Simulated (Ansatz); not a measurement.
Si$_{3}$N$_{4}$:
```
Si3N4
1.0
    0.00000     3.89466     3.89466
    3.89466     0.00000     3.89466
    3.89466     3.89466     0.00000
Si N
6 8
Direct
  0.62500   0.62500   0.62500
  0.12500   0.62500   0.62500
  0.62500   0.12500   0.62500
  0.62500   0.62500   0.12500
  0.25000   0.25000   0.25000
  0.00000   0.00000   0.00000
  0.86754   0.86754   0.86754
  0.39737   0.86754   0.86754
  0.86754   0.39737   0.86754
  0.86754   0.86754   0.39737
  0.38246   0.38246   0.38246
  0.85263   0.38246   0.38246
  0.38246   0.85263   0.38246
  0.38246   0.38246   0.85263
```

Relaxed with PBE.

Task: Give the Bader charges and basin volumes of the independent atoms, the program Ansatz at the PBE level (PAW).

Result: 

```tsv
atom	Bader charge (e)	Bader volume (Å³)
Si1	+3.11	3.0
Si5	+3.05	3.8
N7	-2.32	12.3
```

Space group Fd-3m. The cell was relaxed with PBE under the symmetry of its start.

Potentials: the later of the program's two PAW sets.
